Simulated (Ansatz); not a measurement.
Energy landscape near a Mn$_{3}$HgN structure

The calculation used Ansatz, DFT r2SCAN, scalar-relativistic, plane waves, PAW.

Cutoff 500 eV; k points 10×10×10 on the computed 5-atom cell (Γ-centred); Gaussian smearing, width 0.10 eV; collinear spin from starting moments 3.58 3.58 3.58 0 0 μB.

Reference cell:

```
CELL_PARAMETERS angstrom
4.04462 0.00000 0.00000
0.00000 4.04462 0.00000
0.00000 0.00000 4.04462
ATOMIC_POSITIONS crystal
Mn 0.50000 0.00000 0.00000
Mn 0.00000 0.50000 0.00000
Mn 0.00000 0.00000 0.50000
Hg 0.50000 0.50000 0.50000
N 0.00000 0.00000 0.00000
```

Each variant moves atoms of this cell by the vectors given, if any (Å), and then applies a symmetric strain (tensor components, Cartesian axes). The reference cell isn't relaxed at this level. Energies are per atom at zero smearing, counted from the lowest variant. Pressure is positive in compression.

1. strain (xx yy zz yz xz xy, %) -1.72 -1.72 -1.72 0.00 0.00 0.00
2. strain (xx yy zz yz xz xy, %) -0.60 -0.60 -0.60 0.00 0.00 0.00
3. strain (xx yy zz yz xz xy, %) 4.21 4.21 4.21 0.00 0.00 0.00

```tsv
result	ΔE (meV/atom)	P (GPa)
A	25.3	-5.96
B	0.0	4.70
C	20.0	10.30
```

Question: Which variant gave which result?

Answer: A is 3, B is 2, C is 1. The pressure falls as the cell grows: from the smallest volume to the largest the variants are 1, 2, 3.

The state reached may not be the lowest one. Spin-orbit coupling is left out, which matters for the bands of heavy elements. The program reads another magnetic order as possibly lower. Moments started parallel, and an antiferromagnetic order may lie lower.

Cost: 3 runs of about 4.4 core-minutes in all, on Arm Neoverse V2 (shared hosts).